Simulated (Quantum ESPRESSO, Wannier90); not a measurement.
**TePb₂S (R-3m), plane waves to Wannier functions**

Cell from Materials Project (mp-1217283), symmetrised, no further relaxation. Not found in the COD (Crystallography Open Database) copy used; not checked further. Method: LDA plane waves in Quantum ESPRESSO 7.5 (PseudoDojo norm-conserving files, 66 Ry, no spin polarisation, no spin-orbit coupling), Bloch states on a 8×8×8 mesh through Γ, Wannier90 4.0.1. Density: 8×8×8 mesh, Gaussian smearing 0.01 Ry. Spin-orbit coupling is left out although heavy elements are present.

On the energy scale of pw.x, whose zero is arbitrary, the valence-band maximum lies at 7.89 eV.

Input w.win:

```
num_bands = 10
num_wann = 10
exclude_bands = 1-15,26-41
num_iter = 1000
conv_tol = 1.0e-6
conv_window = 4
num_cg_steps = 100
write_hr = true
write_u_matrices = true
begin projections
f=-0.2007,0.1153,0.4115:s
f=-0.0574,0.2692,0.3213:s
f=-0.1667,0.1178,-0.0364:s
f=-0.4903,0.3878,0.3717:s
f=-0.2841,-0.2433,0.2953:s
f=0.2536,-0.4939,-0.0709:s
f=-0.4163,0.0170,0.2700:s
f=0.4228,-0.2152,-0.4785:s
f=0.4204,0.4806,-0.0311:s
f=0.2470,-0.3772,-0.2414:s
end projections
begin unit_cell_cart
ang
   -2.2219750881    3.8485737457    0.0000000000
   -4.4439501762    0.0000000000    0.0000000000
   -2.2219750881    1.2828579152    7.2598900000
end unit_cell_cart
begin atoms_frac
Te   0.5000000000  0.5000000000  0.5000000000
Pb   0.2582840000  0.2582840000  0.2251480000
Pb  -0.2582840000 -0.2582840000 -0.2251480000
S    0.0000000000  0.0000000000  0.0000000000
end atoms_frac
mp_grid = 8 8 8
begin kpoints
0.0000000000 0.0000000000 0.0000000000
0.0000000000 0.0000000000 0.1250000000
0.0000000000 0.0000000000 0.2500000000
... (509 more lines: the 8x8x8 mesh through Gamma)
end kpoints
```

Input of pw2wannier90.x that gives the overlap and projection files (equivalent; here they were cut from one run over all bands):

```
&inputpp
  outdir = './out'
  prefix = 'pwscf'
  seedname = 'w'
  write_amn = .true.
  write_mmn = .true.
/
```

Output w.wout (banner and timings cut):

```
                                    ------
                                    SYSTEM
                                    ------

                              Lattice Vectors (Ang)
                    a_1    -2.221975   3.848574   0.000000
                    a_2    -4.443950   0.000000   0.000000
                    a_3    -2.221975   1.282858   7.259890

                   Unit Cell Volume:     124.16495  (Ang^3)

                        Reciprocal-Space Vectors (Ang^-1)
                    b_1     0.000000   1.632601  -0.288489
                    b_2    -1.413874  -0.816300  -0.288489
                    b_3     0.000000   0.000000   0.865466

 *----------------------------------------------------------------------------*
 |   Site       Fractional Coordinate          Cartesian Coordinate (Ang)     |
 +----------------------------------------------------------------------------+
 | te   1   0.50000   0.50000   0.50000   |   -4.44395   2.56572   3.62995    |
 | pb   1   0.25828   0.25828   0.22515   |   -2.22198   1.28286   1.63455    |
 | pb   2  -0.25828  -0.25828  -0.22515   |    2.22198  -1.28286  -1.63455    |
 | s    1   0.00000   0.00000   0.00000   |   -0.00000   0.00000   0.00000    |
 *----------------------------------------------------------------------------*
                                ------------
                                K-POINT GRID
                                ------------

             Grid size =  8 x  8 x  8      Total points =  512

 *---------------------------------- MAIN ------------------------------------*
 |  Number of Wannier Functions               :                10             |
 |  Number of Objective Wannier Functions     :                10             |
 |  Number of input Bloch states              :                10             |
 |  Output verbosity (1=low, 5=high)          :                 1             |
 |  Timing Level (1=low, 5=high)              :                 1             |
 |  Optimisation (0=memory, 3=speed)          :                 3             |
 |  Length Unit                               :               Ang             |
 |  Post-processing setup (write *.nnkp)      :                 F             |
 |  Using Gamma-only branch of algorithms     :                 F             |
 *----------------------------------------------------------------------------*
 *------------------------------- WANNIERISE ---------------------------------*
 |  Total number of iterations                :              1000             |
 |  Number of CG steps before reset           :               100             |
 |  Trial step length for line search         :             2.000             |
 |  Convergence tolerence                     :         0.100E-05             |
 |  Convergence window                        :                 4             |
 |  Iterations between writing output         :                 1             |
 |  Iterations between backing up to disk     :               100             |
 |  Write r^2_nm to file                      :                 F             |
 |  Write xyz WF centres to file              :                 F             |
 |  Write on-site energies <0n|H|0n> to file  :                 F             |
 |  Use guiding centre to control phases      :                 F             |
 |  Use phases for initial projections        :                 F             |
 *----------------------------------------------------------------------------*
 *-------------------------------- PLOTTING ----------------------------------*
 |  Plotting Hamiltonian in WF basis          :                 T             |
 *----------------------------------------------------------------------------*

       ... (k-mesh section left out)

 Starting a new Wannier90 calculation ...

 Reading overlaps from w.mmn

 Reading projections from w.amn

 *------------------------------- WANNIERISE ---------------------------------*
 +--------------------------------------------------------------------+<-- CONV
 | Iter  Delta Spread     RMS Gradient      Spread (Ang^2)            |<-- CONV
 +--------------------------------------------------------------------+<-- CONV

 ------------------------------------------------------------------------------
 Initial State
  WF centre and spread    1  ( -1.846192, -0.674874,  3.636005 )    12.16746421
  WF centre and spread    2  ( -2.107428,  0.913597,  1.595321 )    14.05136523
  WF centre and spread    3  ( -0.102968, -0.521388, -0.238119 )     2.78570559
  WF centre and spread    4  ( -1.852848, -1.651961,  3.199882 )     5.92469682
  WF centre and spread    5  (  1.669496, -0.870849,  2.136975 )    22.55228035
  WF centre and spread    6  (  1.297287,  0.262294, -0.021909 )    19.50495398
  WF centre and spread    7  (  0.116936, -2.127109,  1.230970 )    16.53501316
  WF centre and spread    8  (  1.503983,  1.067515, -3.493774 )     8.46059682
  WF centre and spread    9  ( -4.067540,  1.474560, -0.328855 )    12.86848746
  WF centre and spread   10  (  1.874450,  0.058234, -2.145816 )    14.08810829
  Sum of centres and spreads ( -3.514823, -2.069982,  5.570680 )   128.93867191

      0     0.129E+03     0.0000000000      128.9386719070  <-- CONV
        O_D=     11.4038904 O_OD=     89.8008055 O_TOT=    128.9386719 <-- SPRD
 ------------------------------------------------------------------------------
      1    -0.563E+01     5.3861066709      123.3118574160  <-- CONV
        O_D=      9.5695434 O_OD=     86.0083381 O_TOT=    123.3118574 <-- SPRD
      2    -0.157E+02     4.2161823021      107.6285312154  <-- CONV
        O_D=      7.2304616 O_OD=     72.6640936 O_TOT=    107.6285312 <-- SPRD
      3    -0.612E+01     3.6987424955      101.5070881714  <-- CONV
        O_D=      6.9417415 O_OD=     66.8313707 O_TOT=    101.5070882 <-- SPRD
      4    -0.720E+01     3.4111656042       94.3066474389  <-- CONV
        O_D=      6.8951799 O_OD=     59.6774915 O_TOT=     94.3066474 <-- SPRD
      5    -0.149E+01     4.6813628046       92.8195402802  <-- CONV
        O_D=      6.5141184 O_OD=     58.5714459 O_TOT=     92.8195403 <-- SPRD
       ... (lines left out)
    100    -0.927E+00     1.7587441976       36.5099253406  <-- CONV
        O_D=      2.2208156 O_OD=      6.5551338 O_TOT=     36.5099253 <-- SPRD
       ... (lines left out)
    200    -0.659E-03     0.8526042683       33.0486633124  <-- CONV
        O_D=      0.0151838 O_OD=      5.2995035 O_TOT=     33.0486633 <-- SPRD
       ... (lines left out)
    300    -0.644E-02     0.1248163591       31.7813587032  <-- CONV
        O_D=      0.0089427 O_OD=      4.0384400 O_TOT=     31.7813587 <-- SPRD
       ... (lines left out)
    400    -0.402E-03     0.0209287820       31.6733454193  <-- CONV
        O_D=      0.0056877 O_OD=      3.9336818 O_TOT=     31.6733454 <-- SPRD
       ... (lines left out)
    500    -0.602E-04     0.0083401968       31.6478434587  <-- CONV
        O_D=      0.0057777 O_OD=      3.9080898 O_TOT=     31.6478435 <-- SPRD
       ... (lines left out)
    600    -0.200E-04     0.0044591569       31.6407755571  <-- CONV
        O_D=      0.0058870 O_OD=      3.9009126 O_TOT=     31.6407756 <-- SPRD
       ... (lines left out)
    700    -0.404E-05     0.0020443541       31.6388011134  <-- CONV
        O_D=      0.0059270 O_OD=      3.8988982 O_TOT=     31.6388011 <-- SPRD
       ... (lines left out)
    800    -0.172E-05     0.0013438634       31.6376601682  <-- CONV
        O_D=      0.0059452 O_OD=      3.8977390 O_TOT=     31.6376602 <-- SPRD
       ... (lines left out)
    857    -0.613E-06     0.0008716954       31.6373958539  <-- CONV
        O_D=      0.0059487 O_OD=      3.8974712 O_TOT=     31.6373959 <-- SPRD
    858    -0.507E-06     0.0007490155       31.6373953471  <-- CONV
        O_D=      0.0059486 O_OD=      3.8974707 O_TOT=     31.6373953 <-- SPRD
    859    -0.430E-06     0.0007027466       31.6373949172  <-- CONV
        O_D=      0.0059485 O_OD=      3.8974704 O_TOT=     31.6373949 <-- SPRD
             <<<     Delta < 1.000E-06  over  4 iterations     >>>
             <<< Wannierisation convergence criteria satisfied >>>
 Final State
  WF centre and spread    1  ( -2.218043, -1.286562,  4.285002 )     3.67508853
  WF centre and spread    2  ( -2.221971,  1.282860,  1.638265 )     2.81406882
  WF centre and spread    3  ( -0.425431, -0.242361, -0.189980 )     2.82609077
  WF centre and spread    4  ( -1.717621, -1.566828,  3.405060 )     3.74052689
  WF centre and spread    5  (  2.215173, -0.701318,  3.413303 )     3.74047976
  WF centre and spread    6  (  0.431364, -0.238064, -0.183153 )     2.82577391
  WF centre and spread    7  ( -0.004499, -0.023338,  0.526277 )     2.65059057
  WF centre and spread    8  (  1.720520,  0.988941, -3.849136 )     3.73813874
  WF centre and spread    9  ( -4.445391,  0.503697, -0.156965 )     2.82290360
  WF centre and spread   10  (  2.221977, -1.282852, -1.638205 )     2.80373334
  Sum of centres and spreads ( -4.443921, -2.565827,  7.250468 )    31.63739492

         Spreads (Ang^2)       Omega I      =    27.733975979
        ================       Omega D      =     0.005948547
                               Omega OD     =     3.897470391
    Final Spread (Ang^2)       Omega Total  =    31.637394917
```
